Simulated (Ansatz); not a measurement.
Data:

Y$_{3}$Si:
```yaml
crystal:
  lattice:
    - [0.00000, 3.69954, 3.69954]
    - [3.69954, 0.00000, 3.69954]
    - [3.69954, 3.69954, 0.00000]
  atoms:
    - { symbol: Si, position: [0.00000, 0.00000, 0.00000] }
    - { symbol: Y, position: [0.50000, 0.50000, 0.50000] }
    - { symbol: Y, position: [0.25000, 0.25000, 0.25000] }
    - { symbol: Y, position: [0.75000, 0.75000, 0.75000] }
```

This is the PBE-relaxed structure.

Q: All from the program Ansatz at the PBE level (PAW), unless another level is named. Estimate the bulk modulus (Birch–Murnaghan fit).

A: 52.9 GPa.

Q: Predict the elastic constants (relaxed ions, GPa).

A: C11 = 34.8, C12 = 62.1, C44 = 28.8.

Q: Next, the highest zone-centre frequency?

A: 171 cm^-1.

Space group Fm-3m. A made-up cell: these elements were put on the sites of a structure type; neither database checked (COD, Materials Project) lists it. Its standing as an ambient phase is unchecked. The PBE relaxation kept the symmetry of its start. At this level the phase is dynamically unstable (imaginary phonons). The run is not spin-polarised. As this level gives no gap, shear constants depend on the k-mesh and smearing (Fermi–Dirac, 0.1 eV here). As this level gives no gap, phonon frequencies hold no LO–TO term and depend on the k-mesh and smearing (Fermi–Dirac, 0.1 eV here).

Potentials: the later of the program's two PAW sets.
